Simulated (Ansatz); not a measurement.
Relaxation of a generated cell, HfN built in the AFLOW prototype AB_oP8_62_c_c (B27, as in FeB); 8 atoms in the cell, which starts as Pnma (No. 62), oP8; a = 6.7164 Å, b = 3.6008 Å, c = 4.9539 Å, α = β = γ = 90.00°. Level of theory: PBEsol (plane waves to 420 eV, PAW, scalar-relativistic; Ansatz, a quantum-chemistry and plane-wave program). Γ-centred k-mesh 4×7×5 on the run's cell (coarser than for final values), Fermi–Dirac smearing 0.05 eV. This is the first round of the run. 

The optimiser's lines from the output (shortened; P is positive under compression):

```
relax step   1: F+E_penalty+E_count = -63913.02720170 eV  Δ(F+E_penalty+E_count) = +0.000e0 eV  max|allowed force component| = 8.032e-1 eV/Å  Δτ_max = 0.0000 Å  P = +3.210 GPa  Ω = 119.809 Å³  (9 SCF iters, dr2 threshold 1.00e-7 eV, accepted)
relax step   2: F+E_penalty+E_count = -63913.37194521 eV  Δ(F+E_penalty+E_count) = -3.447e-1 eV  max|allowed force component| = 4.943e-1 eV/Å  Δτ_max = 0.1716 Å  P = -2.117 GPa  Ω = 126.499 Å³  (8 SCF iters, dr2 threshold 8.00e-7 eV, accepted)
relax step   3: F+E_penalty+E_count = -63913.54002820 eV  Δ(F+E_penalty+E_count) = -1.681e-1 eV  max|allowed force component| = 3.979e-1 eV/Å  Δτ_max = 0.2000 Å  P = -2.487 GPa  Ω = 132.505 Å³  (7 SCF iters, dr2 threshold 8.00e-7 eV, accepted)
relax step   4: F+E_penalty+E_count = -63914.08806542 eV  Δ(F+E_penalty+E_count) = -5.480e-1 eV  max|allowed force component| = 1.008e0 eV/Å  Δτ_max = 0.1951 Å  P = -0.039 GPa  Ω = 130.317 Å³  (7 SCF iters, dr2 threshold 8.00e-7 eV, accepted)
relax step   5: F+E_penalty+E_count = -63914.65580901 eV  Δ(F+E_penalty+E_count) = -5.677e-1 eV  max|allowed force component| = 1.252e0 eV/Å  Δτ_max = 0.1443 Å  P = +0.655 GPa  Ω = 129.459 Å³  (7 SCF iters, dr2 threshold 8.00e-7 eV, accepted)
relax step   6: F+E_penalty+E_count = -63915.15134219 eV  Δ(F+E_penalty+E_count) = -4.955e-1 eV  max|allowed force component| = 1.165e0 eV/Å  Δτ_max = 0.0367 Å  P = +1.082 GPa  Ω = 126.990 Å³  (7 SCF iters, dr2 threshold 8.00e-7 eV, accepted)
relax step   7: F+E_penalty+E_count = -63915.63874167 eV  Δ(F+E_penalty+E_count) = -4.874e-1 eV  max|allowed force component| = 2.334e0 eV/Å  Δτ_max = 0.1850 Å  P = +11.020 GPa  Ω = 121.510 Å³  (8 SCF iters, dr2 threshold 8.00e-7 eV, accepted)
relax step   8: F+E_penalty+E_count = -63916.08959969 eV  Δ(F+E_penalty+E_count) = -4.509e-1 eV  max|allowed force component| = 8.018e-1 eV/Å  Δτ_max = 0.0732 Å  P = -5.480 GPa  Ω = 131.095 Å³  (8 SCF iters, dr2 threshold 8.00e-7 eV, accepted)
relax step   9: F+E_penalty+E_count = -63916.28098953 eV  Δ(F+E_penalty+E_count) = -1.914e-1 eV  max|allowed force component| = 9.704e-1 eV/Å  Δτ_max = 0.1958 Å  P = -4.065 GPa  Ω = 132.290 Å³  (8 SCF iters, dr2 threshold 8.00e-7 eV, accepted)
relax step  10: F+E_penalty+E_count = -63916.55952883 eV  Δ(F+E_penalty+E_count) = -2.785e-1 eV  max|allowed force component| = 2.796e-1 eV/Å  Δτ_max = 0.0911 Å  P = +1.945 GPa  Ω = 129.223 Å³  (7 SCF iters, dr2 threshold 8.00e-7 eV, accepted)
relax step  11: F+E_penalty+E_count = -63916.83928979 eV  Δ(F+E_penalty+E_count) = -2.798e-1 eV  max|allowed force component| = 2.013e-1 eV/Å  Δτ_max = 0.2000 Å  P = -0.197 GPa  Ω = 130.806 Å³  (8 SCF iters, dr2 threshold 8.00e-7 eV, accepted)
relax step  12: F+E_penalty+E_count = -63917.02990221 eV  Δ(F+E_penalty+E_count) = -1.906e-1 eV  max|allowed force component| = 4.993e-1 eV/Å  Δτ_max = 0.1950 Å  P = -4.849 GPa  Ω = 131.765 Å³  (8 SCF iters, dr2 threshold 8.00e-7 eV, accepted)
relax step  13: F+E_penalty+E_count = -63917.22051049 eV  Δ(F+E_penalty+E_count) = -1.906e-1 eV  max|allowed force component| = 8.207e-1 eV/Å  Δτ_max = 0.1915 Å  P = -7.069 GPa  Ω = 129.259 Å³  (8 SCF iters, dr2 threshold 8.00e-7 eV, accepted)
relax step  14: F+E_penalty+E_count = -63917.52181978 eV  Δ(F+E_penalty+E_count) = -3.013e-1 eV  max|allowed force component| = 2.171e-1 eV/Å  Δτ_max = 0.1050 Å  P = -0.570 GPa  Ω = 123.930 Å³  (7 SCF iters, dr2 threshold 8.00e-7 eV, accepted)
relax step  15: F+E_penalty+E_count = -63917.52930857 eV  Δ(F+E_penalty+E_count) = -7.489e-3 eV  max|allowed force component| = 1.735e-1 eV/Å  Δτ_max = 0.0748 Å  P = +1.484 GPa  Ω = 121.688 Å³  (8 SCF iters, dr2 threshold 8.00e-7 eV, accepted)
relax step  16: F+E_penalty+E_count = -63917.54340146 eV  Δ(F+E_penalty+E_count) = -1.409e-2 eV  max|allowed force component| = 2.778e-2 eV/Å  Δτ_max = 0.0338 Å  P = +0.004 GPa  Ω = 123.035 Å³  (7 SCF iters, dr2 threshold 8.00e-7 eV, accepted)
relax step  17: F+E_penalty+E_count = -63917.54377423 eV  Δ(F+E_penalty+E_count) = -3.728e-4 eV  max|allowed force component| = 7.305e-3 eV/Å  Δτ_max = 0.0039 Å  P = -0.043 GPa  Ω = 123.032 Å³  (6 SCF iters, dr2 threshold 6.64e-8 eV, accepted)
relax step  18: F+E_penalty+E_count = -63917.54383185 eV  Δ(F+E_penalty+E_count) = -5.762e-5 eV  max|allowed force component| = 1.475e-3 eV/Å  Δτ_max = 0.0008 Å  P = +0.006 GPa  Ω = 123.016 Å³  (6 SCF iters, dr2 threshold 1.16e-8 eV, accepted)
relax step  19: F+E_penalty+E_count = -63917.55557613 eV  Δ(F+E_penalty+E_count) = -1.174e-2 eV  max|allowed force component| = 3.393e-3 eV/Å  Δτ_max = 0.0000 Å  P = +0.148 GPa  Ω = 123.016 Å³  stress off target by 3.21e-1 GPa  SCF on the basis re-selected at this cell (its energy is not comparable with the rows above)  (8 SCF iters)
relax step  20: F+E_penalty+E_count = -63917.55554698 eV  Δ(F+E_penalty+E_count) = +2.915e-5 eV  max|allowed force component| = 1.360e-3 eV/Å  Δτ_max = 0.0032 Å  P = +0.021 GPa  Ω = 123.130 Å³  (5 SCF iters, dr2 threshold 2.58e-7 eV, accepted)
relax step  21: F+E_penalty+E_count = -63917.55551586 eV  Δ(F+E_penalty+E_count) = +3.111e-5 eV  max|allowed force component| = 2.451e-4 eV/Å  Δτ_max = 0.0004 Å  P = -0.001 GPa  Ω = 123.145 Å³  (6 SCF iters, dr2 threshold 5.07e-9 eV, accepted)
relax step  22: F+E_penalty+E_count = -63917.55582500 eV  Δ(F+E_penalty+E_count) = -3.091e-4 eV  max|allowed force component| = 2.101e-4 eV/Å  Δτ_max = 0.0000 Å  P = +0.000 GPa  Ω = 123.145 Å³  stress off target by 8.80e-3 GPa  SCF on the basis re-selected at this cell (its energy is not comparable with the rows above)  (5 SCF iters)
```

From the first to the last row the energy changes by -0.57 eV/atom and the volume by +2.8 %. The last row is marked as not comparable with the walk above it, whose basis was carried along; it does compare with step 1, since both stand on a basis selected at the nominal cutoff for their own cell.

Later rounds, restarted from the end of this one on a renewed k-mesh, logged 4 more steps and released under 0.01 eV/atom more. The final structure after all rounds: Pnma (No. 62), oP8; a = 6.9823 Å, b = 3.5501 Å, c = 4.9677 Å, α = 90.00°, β = 90.00°, γ = 90.00°. Between re-selections the logged energies stand on a plane-wave basis carried along with the cell. No spin polarisation in the result.

The run could not lose the symmetry of its start; a randomly shaken copy of 8 atoms returns to this structure.

The relaxed structure here is a generated cell of HfN: the first start was made by placing the elements on the sites of a structure type, and the end was not matched to a known phase here, so it may be hypothetical. Known forms of HfN include space group No. 225.
